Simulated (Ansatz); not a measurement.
**All-electron card of BaSbPt**

```yaml
crystal:
  lattice:
    - [4.56800, 0.00000, 0.00000]
    - [-2.28400, 3.95600, 0.00000]
    - [0.00000, 0.00000, 4.98641]
  atoms:
    - { symbol: Ba, position: [0.00000, 0.00000, 0.00000] }
    - { symbol: Sb, position: [0.66667, 0.33333, 0.50000] }
    - { symbol: Pt, position: [0.33333, 0.66667, 0.50000] }
```

Atoms are numbered in the order listed.

Conventional cell: a = 4.568 Å, b = 4.568 Å, c = 4.986 Å, α = 90.00°, β = 90.00°, γ = 120.00°. Around Ba (atom 1) lie 6 Sb at 3.63 Å and 6 Pt at 3.63 Å. Sb (atom 2) has 3 Pt at 2.64 Å as nearest neighbours. Pt (atom 3) is surrounded by 3 Sb at 2.64 Å.

The cell is the one relaxed in the Materials Project (mp-8606), not relaxed further here; entries there can be hypothetical.

Spin polarisation is left out, and whether a magnetic state lies lower isn't shown here.

Spin–orbit coupling is left out, though it moves levels of the heavy atoms by tenths of an eV or more.

Methods: DFT, LDA, all-electron LAPW, scalar-relativistic (Ansatz 0.2.0); DFT, LDA, PAW with Ansatz's default frozen-core files, scalar-relativistic (Ansatz 0.2.0).

For LAPW: a Γ-centred 8×8×7 k mesh, Fermi–Dirac smearing of 0.05 eV, basis error target 0.5 meV/atom, no spin polarisation. PAW takes a cutoff of 420 eV at this cell (files made with PBE, cores remade for this functional). The Ansatz runs share mesh, smearing and spin set-up. Values come from LAPW unless marked.

```json
{"Pressure at this cell": "-4.06 GPa", "Band gap": "none: with an odd electron count and no spin polarisation the bands can't all be full, a metal in this set-up (spin order or a larger cell could open a gap)", "Stress xx, yy, zz (compression positive)": "-4.22, -4.22, -3.75 GPa", "Density of states at the Fermi level (0.2 eV bin)": "2.32 states/eV per cell", "Löwdin charges (with 0.49 e of the cell spilling out of the atomic basis, so their sizes and signs hang on that basis)": "Ba1 1.53, Sb2 -0.80, Pt3 -0.24 e", "Bader charges (from the PAW run)": "Ba1 +1.26, Sb2 -0.18, Pt3 -1.08 e", "Volume per atom": "202.7 bohr³"}
```
